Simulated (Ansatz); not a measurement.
Mg:
```
CELL_PARAMETERS angstrom
      3.18728     0.00000     0.00000
     -1.59364     2.76026     0.00000
      0.00000     0.00000    10.23513
ATOMIC_POSITIONS crystal
  Mg 0.00000 0.00000 0.00000
  Mg 0.00000 0.00000 0.50000
  Mg 0.33333 0.66667 0.25000
  Mg 0.66667 0.33333 0.75000
```

Relaxed with r²SCAN+D4. Special points in fractions of this cell's reciprocal vectors: Γ (0.000, 0.000, 0.000); M (0.500, 0.000, 0.000); K (0.333, 0.333, 0.000); A (0.000, 0.000, 0.500); L (0.500, 0.000, 0.500); H (0.333, 0.333, 0.500).

Problem. List the band energies nearest the Fermi level at these points for the program Ansatz at the r²SCAN+D4 level (PAW).

Solution. In eV from the Fermi level; about four levels below and three above (degenerate sets whole), none deeper than 8.9 eV; points with the same levels are listed once.

| k | below | above |
|---|---|---|
| Γ | -5.95 -5.95 -1.87 -1.08 | 5.62 5.63 11.69 11.69 |
| M | -1.27 -1.17 -0.51 -0.43 | 2.94 3.07 3.85 |
| K | -0.77 -0.77 -0.63 | 0.14 0.34 0.34 |
| A | -7.09 -7.09 -4.08 -4.08 | 1.79 1.79 9.94 9.94 |
| L | -2.12 -2.12 -1.87 -1.87 | 0.75 0.75 1.25 1.25 |
| H | -0.34 -0.34 -0.21 -0.21 | 2.05 2.05 2.99 2.99 |

Space group P6_3/mmc (dhcp (α-La type)). The workflow started from a Materials Project entry (that database holds measured and hypothetical structures alike). Its sites differ from those of the usual phase in this space group: another stacking or structure type. Symmetry was held in the r²SCAN+D4 relaxation; its stability against distortions is not shown here. The pairwise dispersion correction was not fitted to metals.

Potentials: the later of the program's two PAW sets.
